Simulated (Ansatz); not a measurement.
A geometry of Ge2Sb2Te5 away from equilibrium: step 2 of the relaxation of a generated cell, Ge2Sb2Te5 placed in the Ge2Sb2Te5-Kooi structure type. The numbers are results of r2SCAN (plane waves to 500 eV, PAW, scalar-relativistic; Ansatz, a program for electronic structure), not measurements. Γ-centred k-mesh 6×6×2 on the run's cell (coarser than for final values), Fermi–Dirac smearing 0.05 eV. The plane waves were selected for a different cell earlier on the path.

```yaml
crystal:
  lattice:
    - [4.32252, 0.00000, 0.00000]
    - [-2.16126, 3.74341, 0.00000]
    - [0.00000, 0.00000, 17.02674]
  atoms:
    - { symbol: Te, position: [0.00000, 0.00000, 0.00000] }
    - { symbol: Ge, position: [0.66667, 0.33333, 0.09630] }
    - { symbol: Ge, position: [0.33333, 0.66667, 0.90370] }
    - { symbol: Te, position: [0.33333, 0.66667, 0.19375] }
    - { symbol: Te, position: [0.66667, 0.33333, 0.80625] }
    - { symbol: Sb, position: [0.00000, 0.00000, 0.31976] }
    - { symbol: Sb, position: [0.00000, 0.00000, 0.68024] }
    - { symbol: Te, position: [0.66667, 0.33333, 0.41438] }
    - { symbol: Te, position: [0.33333, 0.66667, 0.58562] }
```

Question: What forces act on the atoms (eV/Å)?

Answer: 
```
atom    Fx    Fy     Fz
----  ----  ----  -----
Te1   0.00  0.00   0.00
Ge2   0.00  0.00   0.31
Ge3   0.00  0.00  -0.31
Te4   0.00  0.00   0.31
Te5   0.00  0.00  -0.31
Sb6   0.00  0.00  -0.72
Sb7   0.00  0.00   0.72
Te8   0.00  0.00   0.22
Te9   0.00  0.00  -0.22
```

The path ends in P-3m1 (No. 164). No spin polarisation in the result.

The run could not lose the symmetry of its start.

The first start was generated by placing the elements on the sites of a structure type. Materials Project lists a structure of Ge2Sb2Te5 in the same space group, P-3m1 (No. 164); the sites were not compared with it, nor with measured phases.
